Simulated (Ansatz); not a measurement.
**GaMo: from a guess to a relaxed structure**

Level of theory: DFT PBE, scalar-relativistic, plane waves, PAW in Ansatz. Cutoff 420 eV, Gaussian smearing, Γ-centred meshes. Cell and atoms relax first on a coarse mesh, the cell is then made exact in the group found at 0.06 to 0.08 Å, and last on a converged mesh; the steps can't lower the symmetry of their start. No spin polarisation.

The guess for GaMo was made by a generator: species swapped into a database cell of CoSi (P2_13, No. 198), with Ga on the Co sites and Mo on the Si sites. The dimensions are guesses.

```yaml
crystal:
  lattice:
    - [4.93131, 0.00000, 0.00000]
    - [0.00000, 4.93131, 0.00000]
    - [0.00000, 0.00000, 4.93131]
  atoms:
    - { symbol: Ga, position: [0.85410, 0.64590, 0.35410] }
    - { symbol: Ga, position: [0.64590, 0.35410, 0.85410] }
    - { symbol: Ga, position: [0.35410, 0.85410, 0.64590] }
    - { symbol: Ga, position: [0.14590, 0.14590, 0.14590] }
    - { symbol: Mo, position: [0.15654, 0.34346, 0.65654] }
    - { symbol: Mo, position: [0.34346, 0.65654, 0.15654] }
    - { symbol: Mo, position: [0.65654, 0.15654, 0.34346] }
    - { symbol: Mo, position: [0.84346, 0.84346, 0.84346] }
```

The zero of energy is the elements' standard structures at the same level; no fitted shifts are applied.

Question: Which structure results?

Answer: The symmetry stays P2_13 (No. 198). The end has the FeSi (B20) type. The volume per atom grows by 4.7 %, from 15.0 to 15.7 Å³. The shortest distance goes from 2.58 Å (Ga–Mo) to 2.54 Å (Ga–Mo). Conventional cell: a = 5.007 Å. Ga has 7 Mo at 2.54–2.75 Å and 6 Ga at 3.09 Å; Mo is surrounded by 7 Ga at 2.54–2.75 Å and 6 Mo at 3.08 Å.

```
Ga Mo
1.0
     5.00696    0.00000    0.00000
     0.00000    5.00696    0.00000
     0.00000    0.00000    5.00696
Ga Mo
4 4
Cartesian
  4.2502 3.2603 1.7467
  3.2603 1.7467 4.2502
  1.7467 4.2502 3.2603
  0.7568 0.7568 0.7568
  0.7106 1.7928 3.2141
  1.7928 3.2141 0.7106
  3.2141 0.7106 1.7928
  4.2963 4.2963 4.2963
```

Question: Give its energy and gap.

Answer: The energy over the elements is +0.07 eV/atom and the gap on the 6×6×6 mesh of the 8-atom cell is 0 eV (a metal).

A positive value: parting into the elements would lower its energy.

The last run used Gaussian smearing of 0.10 eV. A structure relaxed within its symmetry needn't be a true minimum. Another cell of the same search, in P4/nmm, lies 138 meV/atom lower, so this cell isn't the stable form at this level.
